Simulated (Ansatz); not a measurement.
## Two states of YbSF

```yaml
crystal:
  lattice:
    - [4.00301, 0.00000, 0.00000]
    - [-2.00150, 3.46671, 0.00000]
    - [-2.00150, 1.15557, 8.26834]
  atoms:
    - { symbol: S, position: [0.39110, 0.60890, 0.17330] }
    - { symbol: S, position: [0.60890, 0.39110, 0.82670] }
    - { symbol: Yb, position: [0.50000, 0.50000, 0.50000] }
    - { symbol: F, position: [0.16730, 0.83270, 0.50190] }
    - { symbol: F, position: [0.83270, 0.16730, 0.49810] }
    - { symbol: Yb, position: [0.00000, 0.00000, 0.00000] }
```

Single point in Ansatz 0.2.0 with PBE, with U_eff = 4.31 eV on Yb f, V = 0.69 eV between Yb f and S p within 3.242 Å (all-electron-ortho-atomic projectors). Cutoff 420 eV, PAW datasets, 5×5×5 Γ-centred k mesh, gaussian filling (width 0.0331 eV).

State A: Yb3 up, Yb6 up (collinear spin). State B: Yb3 up, Yb6 down (collinear spin).

Q: Compare the two self-consistent states.

A: State B is lower by 3.0 meV an atom at zero smearing. So small a gap isn't resolved on this mesh where a state is a metal.

| state | free energy (meV/atom) | largest moment in a small sphere (μB) | net moment (μB/cell) | gap on mesh (eV) | pressure (GPa) | largest force (eV/Å) |
| --- | --- | --- | --- | --- | --- | --- |
| A | 2.9 | 0.86 | 1.97 | metal | 1.7 | 0.44 |
| B | 0.0 | 0.85 | 0.08 | metal | 1.7 | 0.44 |

Origin: a known structure type with other elements, at an estimated volume, so it need not be a known compound. Caveats: another magnetic order, which this cell may not hold, can open a gap; the k mesh is coarse if the cell is a metal.
